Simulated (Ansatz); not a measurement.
## What a trial cell of Ga2BAs3 relaxes into

Theory: DFT PBE, scalar-relativistic, plane waves, PAW in Ansatz. Cutoff 420 eV, Gaussian smearing, Γ-centred meshes. Cell and atoms relax first on a coarse mesh and then on a finer one. In between, the cell is made exact in the group found at 0.06 Å. In metals the finer mesh still leaves noise of several meV/atom or more. The steps can't lower the symmetry of their start. No spin polarisation.

Recipe of this trial structure of Ga2BAs3: random cell by space group and Wyckoff sites (P6/mmm, No. 191). Lengths were set from tabulated atomic sizes, so they are only a guess.

```cif
data_structure
_symmetry_space_group_name_H-M 'P6/mmm'
_symmetry_Int_Tables_number 191
_cell_length_a 5.5365
_cell_length_b 5.5365
_cell_length_c 4.8990
_cell_angle_alpha 90.000
_cell_angle_beta 90.000
_cell_angle_gamma 120.000
_cell_volume 130.05
loop_
_atom_site_label
_atom_site_type_symbol
_atom_site_symmetry_multiplicity
_atom_site_Wyckoff_symbol
_atom_site_fract_x
_atom_site_fract_y
_atom_site_fract_z
_atom_site_occupancy
Ga1 Ga 2 c 0.33333 0.66667 0.00000 1
B1 B 1 a 0.00000 0.00000 0.00000 1
As1 As 3 f 0.50000 0.00000 0.00000 1
```

The zero of energy is the elements' standard structures at the same level; no fitted shifts are applied.

Question: Describe the relaxed structure.

Answer: The symmetry stays P6/mmm (No. 191). The volume per atom grows by 35.0 %, from 21.7 to 29.3 Å³. The shortest distance goes from 1.60 Å (Ga–As) to 2.52 Å (As–As, B–B and Ga–Ga). The ratio c/a of the conventional cell changes by a factor of 0.32. The energy falls by about 9.5 eV/atom (the start's value is from the coarse mesh). Conventional cell: a = 8.969 Å, c = 2.520 Å. Ga is surrounded by 2 Ga at 2.52 Å and 3 As at 2.59 Å; around B lie 2 B at 2.52 Å (long contacts); As has 2 As at 2.52 Å and 2 Ga at 2.59 Å.

```cif
data_structure
_symmetry_space_group_name_H-M 'P6/mmm'
_symmetry_Int_Tables_number 191
_cell_length_a 8.9690
_cell_length_b 8.9690
_cell_length_c 2.5197
_cell_angle_alpha 90.000
_cell_angle_beta 90.000
_cell_angle_gamma 120.000
_cell_volume 175.54
loop_
_atom_site_label
_atom_site_type_symbol
_atom_site_symmetry_multiplicity
_atom_site_Wyckoff_symbol
_atom_site_fract_x
_atom_site_fract_y
_atom_site_fract_z
_atom_site_occupancy
Ga1 Ga 2 c 0.33333 0.66667 0.00000 1
B1 B 1 a 0.00000 0.00000 0.00000 1
As1 As 3 f 0.50000 0.00000 0.00000 1
```

Question: How does it come out in energy, and is it a metal?

Answer: The formation energy is +1.07 eV/atom and the gap on the 6×6×16 mesh of the 6-atom cell is 0 eV (a metal).

The separate elements lie lower, so it is unstable against them.

The last run used Gaussian smearing of 0.10 eV. The reference form of As is held partly by dispersion forces, which this level lacks. Symmetry constrained the relaxation, so the result can be a saddle point. Another cell of Ga2BAs3 relaxed alike, in P6_3/mmc, lies 0.59 eV/atom lower, so this cell isn't the stable form at this level.
